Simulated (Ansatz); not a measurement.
Input, command and steps of an Ansatz relaxation.

```yaml
crystal:
  lattice:
    - [-3.8703204, 3.8703204, -3.8703204]
    - [3.8703204, 3.8703204, 3.8703204]
    - [3.8703204, -3.8703204, -3.8703204]
  atoms:
    - { symbol: Ru, position: [0.7513577957, 0.7534724721, 0.5017825743] }
    - { symbol: Rh, position: [0.2504776244, 0.0027639987, 0.7496630697] }
    - { symbol: Os, position: [0.502387679, 0.9957105338, 0.5027291551] }
    - { symbol: Os, position: [0.751204327, 0.5018513019, 0.7522414411] }
    - { symbol: Os, position: [0.2477274675, 0.2500473653, 0.4999569165] }
    - { symbol: Os, position: [0.0022447392, 0.5012484856, 0.49988089] }
    - { symbol: Os, position: [0.753288578, 0.000399977, 0.2502893339] }
    - { symbol: Os, position: [0.4994601983, 0.2496326297, 0.2524736925] }
    - { symbol: Os, position: [0.9993233379, 0.0008989101, 0.0040269184] }
    - { symbol: Os, position: [0.2511298834, 0.5029881374, 0.2552454687] }
    - { symbol: Os, position: [0.7478763009, 0.2490152568, 0.0013039251] }
    - { symbol: Os, position: [0.4984176658, 0.4974885627, 0.0013716661] }
    - { symbol: Os, position: [0.2463988553, 0.7483824083, 0.9972678756] }
    - { symbol: Pt, position: [0.9976701076, 0.2530535891, 0.7520599178] }
    - { symbol: Pt, position: [0.4987818084, 0.7539762934, 0.7481991884] }
    - { symbol: Pt, position: [0.995876147, 0.7503361597, 0.2490848272] }
  symmetry: { detect: false }
basis:
  ecutwfc: 420
kpoints:
  mp_grid: { grid: [3, 3, 3], shift: [0.0, 0.0, 0.0] }
hamiltonian:
  xc: pbe
scf:
  occupations: { method: gaussian, width: 0.1 }
  lower_state_search: "off"
output:
  forces: true
  stress: true
  eigenvalues: true
relax:
  adjacent_minimum: "off"
  f_tol: 0.04
  max_steps: 50
  cell: { stress_tol: 0.3 }
```

```bash
ansatz run input.yaml --threads 4 --pin off --max-ram 9216MiB --backend cpu --events-out ev --progress --plain --runs-dir out
```

Level of theory: DFT PBE, scalar-relativistic, plane waves, PAW in Ansatz 0.2.0.

Of 5 frames 5 are shown, positions in Å and forces in eV/Å; the SCF threshold varies from step to step. Steps run on the plane waves of an earlier cell, with a Pulay correction in the pressure. The basis is chosen afresh for the last frame, the zero of the energies, and can be on the way; energy and pressure step there, also at an unchanged geometry.

```xyz
16
Lattice="-3.8703 3.8703 -3.8703 3.8703 3.8703 3.8703 3.8703 -3.8703 -3.8703" Properties=species:S:1:pos:R:3:forces:R:3 pbc="T T T" step=1 free_energy_over_end_meV_per_atom=8.83 pressure_GPa=-1.13
Ru    1.9502    3.8821   -1.9339   -0.2140   -0.5660    0.1800
Rh    1.9427   -1.9213   -3.8602    0.2330   -0.1620   -0.3330
Os    3.8550    3.8524   -0.0364    0.0890    0.5790    0.7090
Os    1.9463    1.9383   -3.8765   -0.3120   -0.0070    0.3080
Os    1.9440   -0.0084   -1.9260   -0.0890    0.4050    0.1200
Os    3.8660    0.0140   -0.0034   -0.0660   -0.6630    0.0850
Os   -1.9452    1.9483   -3.8826    0.4330   -0.0960    0.3990
Os    0.0102    1.9221   -1.9441    0.1090    0.1070    0.0840
Os   -3.8486    3.8556   -3.8798   -0.0770    0.1480   -0.2480
Os    1.9627    1.9308   -0.0131   -0.3970    0.1080   -0.0190
Os   -1.9257    3.8532   -1.9358    0.2190    0.1170   -0.0280
Os    0.0017    3.8492   -0.0089    0.1450    0.1610   -0.0700
Os    5.8026   -0.0096   -1.9169    0.4480    0.1890   -0.2360
Pt    0.0288    1.9300   -5.7926   -0.1860   -0.0050   -0.0970
Pt    3.8835    1.9528   -1.9081   -0.1500   -0.3700   -0.5900
Pt    0.0137    5.7944   -1.9144   -0.1870    0.0550   -0.2640
16
Lattice="-3.8320 3.8765 -3.8534 3.8333 3.8732 3.8488 3.8323 -3.8718 -3.8490" Properties=species:S:1:pos:R:3:forces:R:3 pbc="T T T" step=2 free_energy_over_end_meV_per_atom=5.02 pressure_GPa=4.19
Ru    1.9178    3.8281   -1.8978    0.0440    0.2330   -0.1260
Rh    1.9375   -1.9421   -3.8797   -0.0840    0.1400    0.1440
Os    3.8390    3.9070    0.0262   -0.0910   -0.2030   -0.3010
Os    1.8904    1.9492   -3.8417    0.2540   -0.0580    0.0010
Os    1.9144    0.0287   -1.9021    0.0260   -0.0620   -0.0700
Os    3.8251   -0.0551   -0.0073   -0.0040    0.3670    0.1830
Os   -1.8818    1.9463   -3.8286   -0.2630   -0.0440   -0.0440
Os    0.0224    1.9527   -1.9025   -0.2100   -0.1570   -0.2630
Os   -3.8201    3.8609   -3.8885    0.0620    0.2190    0.1360
Os    1.9146    1.9445   -0.0084   -0.1050   -0.0700    0.0050
Os   -1.8984    3.8784   -1.9282    0.1810   -0.1900   -0.0280
Os    0.0098    3.8886   -0.0139    0.0540   -0.4280   -0.1660
Os    5.7928    0.0029   -1.9358   -0.2360   -0.0130    0.1260
Pt   -0.0038    1.9327   -5.7883    0.2640    0.0140    0.0440
Pt    3.8340    1.9258   -1.9443    0.0890    0.2200    0.2060
Pt    0.0125    5.7997   -1.9413    0.0180    0.0330    0.1530
16
Lattice="-3.8565 3.8761 -3.8626 3.8578 3.8794 3.8646 3.8657 -3.8781 -3.8738" Properties=species:S:1:pos:R:3:forces:R:3 pbc="T T T" step=3 free_energy_over_end_meV_per_atom=0.29 pressure_GPa=-0.47
Ru    1.9269    3.8362   -1.9149    0.0810    0.1020   -0.0290
Rh    1.9566   -1.9400   -3.8860   -0.0350    0.0240   -0.0350
Os    3.8522    3.9020    0.0077    0.0920   -0.0210   -0.0160
Os    1.9193    1.9399   -3.8509    0.0220   -0.0090   -0.0360
Os    1.9318    0.0282   -1.9158    0.0050   -0.0510   -0.0340
Os    3.8513   -0.0342    0.0013    0.0380   -0.0210   -0.0350
Os   -1.9075    1.9423   -3.8399   -0.0060   -0.0120   -0.0500
Os    0.0099    1.9402   -1.9303    0.0270   -0.0260   -0.0300
Os   -3.8294    3.8783   -3.8971   -0.0790   -0.0590    0.0590
Os    1.9185    1.9410   -0.0094    0.0210   -0.0220   -0.0250
Os   -1.8919    3.8637   -1.9354   -0.0580    0.0500    0.0100
Os    0.0217    3.8607   -0.0232   -0.0710    0.0760    0.0470
Os    5.8296    0.0052   -1.9458   -0.0390   -0.0250    0.0210
Pt    0.0248    1.9329   -5.8057   -0.0150   -0.0130    0.0970
Pt    3.8683    1.9402   -1.9462    0.0050   -0.0210   -0.0050
Pt    0.0097    5.8081   -1.9361    0.0130    0.0260    0.0620
16
Lattice="-3.8553 3.8757 -3.8617 3.8565 3.8769 3.8617 3.8617 -3.8757 -3.8682" Properties=species:S:1:pos:R:3:forces:R:3 pbc="T T T" step=4 free_energy_over_end_meV_per_atom=-0.01 pressure_GPa=0.05
Ru    1.9319    3.8462   -1.9168   -0.0020   -0.0180    0.0000
Rh    1.9522   -1.9367   -3.8825   -0.0090    0.0050   -0.0240
Os    3.8566    3.8967    0.0090    0.0000   -0.0040   -0.0130
Os    1.9208    1.9386   -3.8525    0.0020   -0.0070    0.0190
Os    1.9302    0.0239   -1.9175    0.0030   -0.0060    0.0100
Os    3.8518   -0.0349    0.0024   -0.0150    0.0290   -0.0150
Os   -1.9072    1.9401   -3.8436   -0.0120    0.0090    0.0000
Os    0.0120    1.9382   -1.9311    0.0090    0.0000   -0.0090
Os   -3.8365    3.8742   -3.8880    0.0090    0.0120   -0.0190
Os    1.9183    1.9387   -0.0130    0.0230   -0.0110    0.0330
Os   -1.8965    3.8678   -1.9350   -0.0010    0.0010   -0.0020
Os    0.0155    3.8637   -0.0194   -0.0070    0.0120   -0.0010
Os    5.8214    0.0050   -1.9404   -0.0060   -0.0210   -0.0050
Pt    0.0212    1.9331   -5.7965    0.0020   -0.0090    0.0080
Pt    3.8646    1.9380   -1.9431    0.0060    0.0030    0.0020
Pt    0.0093    5.8077   -1.9322    0.0000    0.0050    0.0150
16
Lattice="-3.8553 3.8757 -3.8617 3.8565 3.8769 3.8617 3.8617 -3.8757 -3.8682" Properties=species:S:1:pos:R:3:forces:R:3 pbc="T T T" step=5 free_energy_over_end_meV_per_atom=0.00 pressure_GPa=0.05
Ru    1.9319    3.8462   -1.9168   -0.0020   -0.0180    0.0000
Rh    1.9522   -1.9367   -3.8825   -0.0090    0.0050   -0.0240
Os    3.8566    3.8967    0.0090    0.0000   -0.0040   -0.0130
Os    1.9208    1.9386   -3.8525    0.0020   -0.0070    0.0190
Os    1.9302    0.0239   -1.9175    0.0030   -0.0060    0.0100
Os    3.8518   -0.0349    0.0024   -0.0150    0.0290   -0.0150
Os   -1.9072    1.9401   -3.8436   -0.0120    0.0090    0.0000
Os    0.0120    1.9382   -1.9311    0.0090    0.0000   -0.0090
Os   -3.8365    3.8742   -3.8880    0.0090    0.0120   -0.0190
Os    1.9183    1.9387   -0.0130    0.0230   -0.0110    0.0330
Os   -1.8965    3.8678   -1.9350   -0.0010    0.0010   -0.0020
Os    0.0155    3.8637   -0.0194   -0.0070    0.0120   -0.0010
Os    5.8214    0.0050   -1.9404   -0.0060   -0.0210   -0.0050
Pt    0.0212    1.9331   -5.7965    0.0020   -0.0090    0.0080
Pt    3.8646    1.9380   -1.9431    0.0060    0.0030    0.0020
Pt    0.0093    5.8077   -1.9322    0.0000    0.0050    0.0150
```

Time: 37 s on 4 threads of Intel(R) Xeon(R) 6975P-C (Granite Rapids), on a shared host, peak memory 1.3 GiB.

The k mesh is coarse. Spin–orbit coupling is left out, which can shift energies with elements as heavy as these.